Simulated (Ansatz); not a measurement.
The calculation used DFT, m-r2SCAN, plane waves (500 eV) with PAW, scalar-relativistic in Ansatz 0.2.0. (PAW data from PBE, frozen cores regenerated.)

An element in the omega (AlB2-type) structure gives this curve. The cell is scaled uniformly from the relaxed one, with fractional coordinates and shape fixed. Energies are extrapolated to zero smearing, pressures are those at the given smearing. Magnetic state: ferromagnetic.

```
V (Å³/atom)  E − E₀ (meV/atom)  P (GPa)  sphere moment (μB)
      9.341              140.3    39.36                1.52
      9.766               57.5    23.44                1.61
     10.190               13.0    10.40                1.66
     10.615               -0.1    -0.14                1.70
     11.039               11.9    -8.58                1.73
     11.464               44.1   -15.28                1.76
     11.889               92.0   -20.53                1.78
```

Q: Which element is it?
A. rhodium
B. ruthenium
C. vanadium
D. cobalt

A: D. Its fit is V₀ = 10.61 Å³/atom, B₀ = 235 GPa, B₀′ = 4.4.

m-r²SCAN is r²SCAN on the gauge-invariant kinetic-energy density; without spin polarisation the two are equal.
